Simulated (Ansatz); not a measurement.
SnOS (Janus 1T monolayer), relaxed with r2SCAN in Ansatz. In-plane lattice: a = 3.427 Å, b = 3.427 Å, γ = 120.0°; thickness between the outer nuclei 2.44 Å. Around Sn lie 3 O at 2.18 Å and 3 S at 2.50 Å; around O lie 3 Sn at 2.18 Å; around S lie 3 Sn at 2.50 Å.

The axes x, y and z are those of this cell:
```xyz
3
Lattice="3.4273 0.0000 0.0000 -1.7136 2.9681 0.0000 0.0000 0.0000 29.1108" Properties=species:S:1:pos:R:3 pbc="T T F"
Sn    0.0000    0.0000    9.2000
O     0.0000    1.9787   10.1210
S     1.7136    0.9894    7.6789
```
Periodic in the plane only; c spans the vacuum.

Unstrained: The PBE gap is direct at Γ: 0.906 eV. With r2SCAN the gap is 1.267 eV and direct, at Γ. With HSE06 the gap is 1.797 eV and direct, at Γ. Meshes: PBE 12×12×1, r2SCAN 12×12×1, HSE06 6×6×1. Strains are changes of length per length. After each strain the atoms were relaxed again with r2SCAN within the symmetry that the strain leaves, so tilts or polar shifts that break it weren't tested; points keep the names that they have in the unstrained zone. No spin polarisation. The prototype was imposed, so other structures may be more stable.

(1) Apply uniaxial +1.5 % along y, other directions held. How far does the gap move, against the unstrained cell?

(2) Apply in-plane biaxial -4.0 %. How far does the gap move, against the unstrained cell?

(3) Apply in-plane biaxial +0.5 %. How far does the gap move, against the unstrained cell?

(4) Estimate what in-plane biaxial -2.5 % does to the gap.

(5) Order the strained cells by their HSE06 gap, smallest first.
A. in-plane biaxial +0.5 %
B. in-plane biaxial -4.0 %
C. uniaxial +1.5 % along y, other directions held
D. in-plane biaxial -2.5 %

Results:

(1) PBE: the gap goes from 0.906 to 0.911 eV (+0.005 eV). r2SCAN: the gap goes from 1.267 to 1.263 eV (-0.004 eV). HSE06: the gap goes from 1.797 to 1.788 eV (-0.009 eV). The r2SCAN energy rises by 2.3 meV an atom.

(2) PBE: the gap goes from 0.906 to 0.578 eV (-0.328 eV). r2SCAN: the gap goes from 1.267 to 0.963 eV (-0.304 eV). HSE06: the gap goes from 1.797 to 1.516 eV (-0.281 eV). The r2SCAN energy rises by 48.9 meV an atom.

(3) PBE: the gap goes from 0.906 to 0.944 eV (+0.038 eV). r2SCAN: the gap goes from 1.267 to 1.301 eV (+0.034 eV). HSE06: the gap goes from 1.797 to 1.828 eV (+0.031 eV). The r2SCAN energy rises by 0.7 meV an atom.

(4) PBE: the gap goes from 0.906 to 0.709 eV (-0.197 eV). r2SCAN: the gap goes from 1.267 to 1.086 eV (-0.181 eV). HSE06: the gap goes from 1.797 to 1.631 eV (-0.166 eV). The r2SCAN energy rises by 18.4 meV an atom.

(5) B (1.52 eV), D (1.63 eV), C (1.79 eV), A (1.83 eV).

Spin-orbit coupling is left out, which matters wherever the heavy atoms make up the band edges.

The meshes of the hybrids are coarse, so their gaps aren't converged to the digits shown.
